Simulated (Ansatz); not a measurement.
A distorted cell of Se (trigonal-Se type, space group P3_121):

```xyz
6
Lattice="9.0588 0.0000 0.0000 -2.2647 3.9226 0.0000 0.0000 0.0000 5.0424" Properties=species:S:1:pos:R:3 pbc="T T T"
Se     0.7064    -0.2828     3.8020
Se     5.5187     0.0000     4.2020
Se    -0.4946     0.8567     0.8404
Se     4.0348     0.8567     0.8404
Se     1.7701     3.0659     2.5212
Se     6.2995     3.0659     2.5212
```

Level of theory: PBE (plane waves to 420 eV, PAW, scalar-relativistic; Ansatz, a first-principles code). k mesh 7×7×5 (Γ-centred), Fermi-Dirac smearing 0.05 eV. The energy includes the smearing's −TS. Compression counts positive. As the smearing reaches across the gap at some points, energies and forces of such displacements shift with the k mesh and the smearing. Se was relaxed with its symmetry unable to fall. The PAW data are Ansatz's earlier set.

What forces act on the atoms (eV/Å, Cartesian)?


```
atom       Fx      Fy       Fz
----  -------  ------  -------
Se1    10.377   4.769   11.722
Se2     0.029  -0.001    0.095
Se3    -0.303   0.573   -0.999
Se4    -0.067  -0.191   -0.045
Se5     0.011   0.025   -0.123
Se6   -10.046  -5.175  -10.651
```

What is the stress tensor (GPa)?


```
   11.4      5.2     12.7
    5.2      3.7      4.8
   12.7      4.8     13.5
```
The pressure, a third of the trace, is 9.6 GPa.

In it atom 1 sits (-0.283, -0.283, -0.400) Å away from its relaxed site. What is its energy relative to the relaxed cell?

2957 meV/cell.

(For displaced atoms, the force is minus the slope of the energy, and its curvature is a force constant, which sets phonon frequencies.)
